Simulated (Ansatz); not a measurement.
## Elastic constants of Ta₄C₃: input and output

Level of theory: DFT LDA, scalar-relativistic, plane waves, PAW in Ansatz 0.2.0.

Launched with:
```bash
ansatz run input.yaml --threads 2 --pin off --max-ram 6144MiB --backend cpu --events-out ev --progress --plain --runs-dir out
```

Input (bare energies are in eV):
```yaml
crystal:
  lattice:
    - [1.5426343032, 0.8906403302, 10.0948086574]
    - [-1.5426343032, 0.8906403302, 10.0948086574]
    - [0.0, -1.7812806604, 10.0948086574]
  atoms:
    - { symbol: Ta, position: [0.3734719234, 0.3734719234, 0.3734719234] }
    - { symbol: Ta, position: [0.6242969975, 0.6242969975, 0.6242969975] }
    - { symbol: Ta, position: [0.2096278229, 0.2096278229, 0.2096278229] }
    - { symbol: Ta, position: [0.7943721615, 0.7943721615, 0.7943721615] }
    - { symbol: C, position: [0.5027411671, 0.5027411671, 0.5027411671] }
    - { symbol: C, position: [0.9959483494, 0.9959483494, 0.9959483494] }
    - { symbol: C, position: [0.0845415879, 0.0845415879, 0.0845415879] }
basis:
  ecutwfc: 420
kpoints:
  mp_grid: { grid: [12, 12, 12] }
hamiltonian:
  xc: lda
scf:
  occupations: { method: fermi_dirac, width: 0.15 }
output:
  forces: true
  stress: true
  eigenvalues: true
elastic:
  mode: relaxed_ion
  amplitude: 0.005
  stencil: two_point
```

From the output:
```
--- Elastic constants: 3 strain directions × 2 members + reference (group order 6) ---
  dense FFT box of the reference and of every strained cell: 72×72×72
  strains applied: 11, 33, 23; error gains: componentwise 1.00 (the most a stress slope's error grows in a printed constant), spectral 1.41 (1 for all six strains in a standard setting)
  reference relaxed by the batch: 5 steps; max|allowed force component| 6.71e-4 eV/Å at the deck's positions, 2.25e-5 at the last accepted step, 2.25e-5 by the solve of record
  largest displacement 2.6e-5 Å; the constants are those of the deck's cell at these positions:
  atoms:
    - { symbol: Ta, position: [0.3734717513017687, 0.3734717513017687, 0.3734717513017687] }
    - { symbol: Ta, position: [0.6242978502847449, 0.6242978502847449, 0.6242978502847449] }
    - { symbol: Ta, position: [0.20962739021714322, 0.20962739021714322, 0.20962739021714322] }
    - { symbol: Ta, position: [0.7943717930977242, 0.7943717930977242, 0.7943717930977242] }
    - { symbol: C, position: [0.502741404482516, 0.502741404482516, 0.502741404482516] }
    - { symbol: C, position: [0.9959481646305719, 0.9959481646305719, 0.9959481646305719] }
    - { symbol: C, position: [0.08454165568553045, 0.08454165568553045, 0.08454165568553045] }
  C = ∂σ_k/∂η_j (tension-positive GPa; Voigt order 11 22 33 23 13 12):
       560.721    180.618    190.763     -6.519      0.000      0.000
       180.618    560.721    190.763      6.519      0.000      0.000
       190.738    190.738    554.097      0.000      0.000      0.000
        -6.377      6.377     -0.000    129.521      0.000      0.000
         0.000     -0.000     -0.000     -0.000    129.521     -6.377
         0.000     -0.000      0.000      0.000     -6.519    190.051
  reference stress σ⁰ (GPa):     -0.004     -0.004      0.006     -0.000     -0.000     -0.000
  C* (energy form; C + prestress term) asymmetry max|C*_kj − C*_jk| = 1.418e-1 GPa — a small one proves nothing (zero by symmetry where the batch's group is 432, −43m or m−3m); a large one is finite-difference/SCF noise where every solve ...
  moduli (Voigt/Reuss/Hill, GPa): K = 311.09/311.08/311.09   G = 164.05/158.57/161.31   E = 412.61   ν = 0.279
  mechanically stable: yes (min eigenvalue of sym C = 128.84 GPa)
  strain η (Voigt 11):  stress-route row diagonal C_11 = 560.72 GPa, energy-path curvature d²(F+E_count+ΔE)/dδ²/Ω₀ = 560.76 GPa
         δ    σ_11 (GPa) F (eV) n_scf n_hpsi n_pw
    -5.000e-3      -2.8527      -39463.9639165       2  160289   1634   relax 6 steps, max|allowed force component| 2.11e-5 eV/Å
     5.000e-3       2.7545      -39463.9640173       2  160379   1658   relax 6 steps, max|allowed force component| 3.88e-5 eV/Å
  strain η (Voigt 33):  stress-route row diagonal C_33 = 554.10 GPa, energy-path curvature d²(F+E_count+ΔE)/dδ²/Ω₀ = 554.13 GPa
         δ    σ_33 (GPa) F (eV) n_scf n_hpsi n_pw
    -5.000e-3      -2.7984      -39463.9639888       2   63789   1636   relax 5 steps, max|allowed force component| 4.55e-5 eV/Å
     5.000e-3       2.7425      -39463.9640373       2   63824   1651   relax 6 steps, max|allowed force component| 5.53e-6 eV/Å
  strain η (Voigt 23):  stress-route row diagonal C_44 = 129.52 GPa, energy-path curvature d²(F+E_count+ΔE)/dδ²/Ω₀ = 129.84 GPa
         δ    σ_23 (GPa) F (eV) n_scf n_hpsi n_pw
    -5.000e-3      -0.6772      -39463.9667454       2  160721   1643   relax 7 steps, max|allowed force component| 2.68e-5 eV/Å
     5.000e-3       0.6180      -39463.9667965       2  160682   1642   relax 6 steps, max|allowed force component| 2.72e-5 eV/Å
```

The run took 15 min on 2 threads of AMD EPYC 9R45 96-Core Processor (Zen 5) (shared host), peak memory 1.7 GiB.

In a metal, frequencies and elastic constants depend on the k mesh and the smearing, soft modes and shear constants most. Spin–orbit coupling is left out, which can shift energies with elements as heavy as these.